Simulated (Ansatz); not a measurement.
TiO2:
Space group P4₂/mnm (No. 136); a = b = 4.597 Å, c = 2.954 Å, α = β = γ = 90.00°

```json
[
 {"atom": "Ti", "site": "2a", "symmetry": "m.mm", "x": "0.0000", "y": "0.0000", "z": "0.0000"},
 {"atom": "O", "site": "4f", "symmetry": "m.2m", "x": "0.3046", "y": "0.3046", "z": "0.0000"}
]
```

Relaxed with r²SCAN.

Decompose the optical modes at the zone centre into irreducible representations, and say which are infrared and Raman allowed.

Point group 4/mmm: Γ_opt = A1g + A2g + A2u + B1g + 2B1u + B2g + Eg + 3Eu. Infrared: A2u, Eu. Raman: A1g, B1g, B2g, Eg.

Assign frequencies (DFPT, DFT-r²SCAN in the program Ansatz with PAW potentials; without the LO–TO term).

B1u 75, A2u 83, Eu 87, B1g 147, Eu 376, B1u 390, A2g 435, Eg 456, Eu 492, A1g 600, B2g 811 cm⁻¹.

Subscripts of B labels follow the axes of the standard setting.

Space group P4_2/mnm (rutile). The r²SCAN relaxation kept the symmetry of its start. The run is not spin-polarised.

Potentials: the later of the program's two PAW sets.
